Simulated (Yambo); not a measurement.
K2LiScF6 (space group Fm-3m, No. 225): one transition space (4×4×4 mesh, 18 valence and 11 conduction bands, Tamm-Dancoff) with different kernels in Yambo, on PBEsol orbitals; field along x. BSE alone uses the static screening with 89 bands and a 3 Ry block; its scissor and those of RPA and TDDFT come from G0W0, that of the TDHF-type run from bare exchange.

```tsv
kernel	scissor (eV)	direct gap with it (eV)	lowest state (eV)	rough cost
BSE (screened electron-hole attraction)	5.30	12.11	8.83 (dark)	1 (with the screening)
RPA (no attraction)	5.30	12.11	12.11 (dark)	within a factor of two
TDHF-type (unscreened attraction, exchange-only scissor)	15.87	22.68	16.22 (dark)	within a factor of two
```

Costs are rough.

RPA leaves the lowest state at the direct gap: no bound exciton. These are vertical excitations (zero momentum). Spin singlets only. Strong means a line over 3 % of the spectrum's maximum, dark under 0.03 %. Absolute energies carry the error of the G0W0 scissor, whose convergence isn't established. Convergence of the binding with the mesh was not shown.

Geometry of the Materials Project entry, not relaxed at this level; primitive cell a = b = c = 5.8616 Å, α = β = γ = 60.00°.

The structure is a Materials Project entry; no match was found in the copy of COD used, and its stability was not checked.
